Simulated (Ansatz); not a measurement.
Lu2Al3Fe: what a change of scf.occupations.width does

Level of theory: PBEsol, collinear spin, scalar-relativistic; Ansatz, plane waves to 420 eV (PAW set soft_2), k-mesh 9×9×9. These are the settings of the reference run.

Cell:

```xyz
6
Lattice="2.6868 1.5512 4.2253 -2.6868 1.5512 4.2253 0.0000 -3.1025 4.2253" Properties=species:S:1:pos:R:3 pbc="T T T"
Al   -1.3434    0.7756    2.1126
Al    1.3434    0.7756    2.1126
Al    0.0000   -1.5512    2.1126
Fe    0.0000    0.0000    0.0000
Lu    0.0000    0.0000    7.9406
Lu    0.0000    0.0000    4.7352
```

The reference run of this cell is solved again as a single point with these keys changed:

| key | reference run | changed run |
| --- | --- | --- |
| scf.occupations.width | 0.05 | 0.3 |

Task: Does this change matter?

Result: 

| quantity | reference run | changed run |
| --- | --- | --- |
| energy, changed less reference (meV an atom) | 0 | 0.7 |
| pressure (GPa) | 0.0 | 0.1 |
| largest force (eV/Å) | 0.00 | 0.03 |
| gap on the mesh (eV) | 0.00 | 0.00 |
| moment of the cell (μB) | 1.71 | 1.68 |

The results hardly move, so this setting matters little here. It took 20 iterations.

Caveats: a single point, atoms not relaxed again.
